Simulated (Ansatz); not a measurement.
## Competing collinear orders in GdIn (Pm-3m)

The geometry is a structure as deposited in COD, repeated to hold the magnetic orders, held fixed and not relaxed.

Functional, mesh and filling: LDA, 9×9×5 k mesh, Fermi–Dirac smearing of 0.03 eV. PAW means Ansatz 0.2.0 on its default frozen-core files; LAPW is all-electron LAPW in Ansatz 0.2.0. Site moments are integrated in spheres about the atoms, whose radii differ between the methods.

The first input and its command:

```yaml
crystal:
  lattice:
    - [3.83, 0.0, 0.0]
    - [0.0, 3.83, 0.0]
    - [0.0, 0.0, 7.66]
  atoms:
    - { symbol: Gd, position: [0.0, 0.0, 0.0], spin: 7.0 }
    - { symbol: Gd, position: [0.0, 0.0, 0.5], spin: 7.0 }
    - { symbol: In, position: [0.5, 0.5, 0.25] }
    - { symbol: In, position: [0.5, 0.5, 0.75] }
magnetization:
  spin_polarized: true
kpoints:
  mp_grid: { grid: [9, 9, 5] }
scf:
  occupations: { method: fermi_dirac, width: 0.03 }
hamiltonian:
  xc: lda
  pseudopotentials: { kind: paw }
output:
  forces: true
  stress: true
  eigenvalues: true
  populations: true
```

Command: `ansatz run input.yaml --threads 2 --pin off --max-ram 6144MiB --backend cpu --events-out ev --progress --plain --runs-dir out`

The input for «start Gd1↑ Gd2↓» by LAPW differs from it in these lines, output keys apart:

```diff
-    - { symbol: Gd, position: [0.0, 0.0, 0.5], spin: 7.0 }
+    - { symbol: Gd, position: [0.0, 0.0, 0.5], spin: -7.0 }
-  pseudopotentials: { kind: paw }
+  pseudopotentials: { kind: all_electron, lapw: { basis_error: 0.0005 } }
```

Energies count from the run that starts all moments parallel. Patterns list the atoms that start with 0.5 μB or more.

```
               start  ΔF PAW (meV/atom)  ΔF LAPW (meV/atom)  largest moment, PAW (μB)  M, PAW (μB/cell)  order at the end, PAW  P, PAW (GPa)
          Gd1↑, Gd2↑                0.0                 0.0                         ?             14.32                   kept          -5.5
          Gd1↑, Gd2↓               -3.7                -3.7                         ?              0.00                   kept          -5.5
no spin polarisation            +3519.9                   –                      0.00              0.00                      –          -5.1
```

Question: What belongs in the row "Gd1↑, Gd2↑", column "largest moment, PAW (μB)"?

Answer: 7.02.

Question: Give the missing entry: row "Gd1↑, Gd2↓", column "largest moment, PAW (μB)".

Answer: 7.04.

Question: Map the PAW energies of the orders that kept their pattern on E = −Σ J s_i s_j over ordered pairs, with couplings only between Gd atoms 3.83 Å apart. What J follows?

Answer: Per Gd atom, ΔE = Σ J·(n_parallel state − n_order), where n is the mean of Σ s_i s_j over a shell: Gd1↑, Gd2↓ has ΔE = -7.5 meV and Δn = 4.0. This gives J(3.83 Å) = -1.86 meV, which fits exactly since there are as many orders as couplings. All other shells are lumped into these numbers, so they are effective couplings.

The lowest of these ends as follows. Site moments (μB): Gd1 7.04, Gd2 -7.04, In3 0.00, In4 0.00. Cell moment 0.00 μB. Orders of other supercells weren't tried and can lie lower.

The PAW files were made with PBE; the program remakes their cores once for the run's functional and then keeps them frozen. Without U a semilocal functional puts the f levels too near the Fermi level, which can change moments and the order of magnetic states; site and cell moments are spin moments. Spin–orbit coupling is left out although heavy atoms are present. With open f shells a run can end in a state that isn't the lowest. These are results for the start and cell typed. The real compound can order otherwise, in a larger cell, or not at all, since semilocal functionals at zero temperature often overstate magnetism.
